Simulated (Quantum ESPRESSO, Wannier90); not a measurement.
# Tight-binding from DFT: Hg (P6/mmm, model phase)

```xyz
3
Lattice="5.4667 0.0000 0.0000 -2.7333 4.7343 0.0000 0.0000 0.0000 3.1852" Properties=species:S:1:pos:R:3 pbc="T T T"
Hg     2.7333    -1.5781     1.5926
Hg    -2.7333     1.5781     1.5926
Hg     0.0000     0.0000     0.0000
```

Materials Project entry mp-10861; symmetrised, unrelaxed at this level. This isn't the element's usual structure (rhombohedral); take it as a model of another phase. Method: LDA plane waves in Quantum ESPRESSO 7.5 (PseudoDojo norm-conserving files, 48 Ry, no spin polarisation, no spin-orbit coupling), Bloch states on a 4×4×6 mesh through Γ, Wannier90 4.0.1. Density: 12×12×14 mesh, cold smearing 0.01 Ry. Spin-orbit coupling is left out although heavy elements are present.

A tight-binding model is made by disentanglement and projection with no localisation steps (num_iter = 0), so the 27 orbitals stay atom-like: hydrogen-like Hg: s;p;d, axes along x, y, z; frozen window up to 1.50 eV relative to the Fermi level. It follows pw.x to 8.4 meV rms for states up to 1.0 eV relative to the Fermi level. Matrix elements depend on this choice of orbitals and windows.

Task: What are the on-site energies relative to the Fermi level, and how fast do the hoppings decay?

Result: 
| atom | orbitals | energy (eV) |
|---|---|---|
| Hg1 | s | -1.53 |
| Hg1 | pz | 6.50 |
| Hg1 | px py | 6.48 |
| Hg1 | dz2 | -6.27 |
| Hg1 | dxz dyz | -6.21 |
| Hg1 | dx2-y2 dxy | -6.24 |
| Hg2 | s | -1.53 |
| Hg2 | pz | 6.50 |
| Hg2 | px py | 6.48 |
| Hg2 | dz2 | -6.27 |
| Hg2 | dxz dyz | -6.21 |
| Hg2 | dx2-y2 dxy | -6.24 |
| Hg3 | s | -1.78 |
| Hg3 | pz | 6.69 |
| Hg3 | px py | 6.04 |
| Hg3 | dz2 | -6.12 |
| Hg3 | dxz dyz | -6.09 |
| Hg3 | dx2-y2 dxy | -6.07 |

```json
[
 {"distance of the centres (Å)": "3–4", "largest modulus (eV)": "2.4"},
 {"distance of the centres (Å)": "4–5", "largest modulus (eV)": "0.11"},
 {"distance of the centres (Å)": "5–6", "largest modulus (eV)": "0.077"},
 {"distance of the centres (Å)": "6–7", "largest modulus (eV)": "0.24"},
 {"distance of the centres (Å)": "7–8", "largest modulus (eV)": "0.071"},
 {"distance of the centres (Å)": "8–9", "largest modulus (eV)": "0.023"}
]
```
